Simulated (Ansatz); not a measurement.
An elastic tensor (GPa, Voigt order, standard axes) from r²SCAN (plane waves, PAW; program Ansatz):

```
55.4  67.9  67.9   0.0   0.0   0.0
67.9  55.4  67.9   0.0   0.0   0.0
67.9  67.9  55.4   0.0   0.0   0.0
 0.0   0.0   0.0  -9.4   0.0   0.0
 0.0   0.0   0.0   0.0  -9.4   0.0
 0.0   0.0   0.0   0.0   0.0  -9.4
```

Problem. Which of these materials gives this?
A) SiC, zinc blende
B) CaO, zinc blende
C) BeS, rock salt
D) Au, diamond

Solution. D, Au, diamond

Space group Fd-3m (diamond). The start of the workflow was typed in or built on a structure type; neither database checked (COD, Materials Project) lists it. It is not the phase usual at ambient conditions (space group No. 225). The r²SCAN relaxation kept the symmetry of its start. At this level the phase is mechanically unstable. As this level gives no gap, shear constants depend on the k-mesh and smearing (Fermi–Dirac, 0.1 eV here). Spin–orbit coupling is left out wherever it is not named.

Potentials: the earlier of the program's two PAW sets.
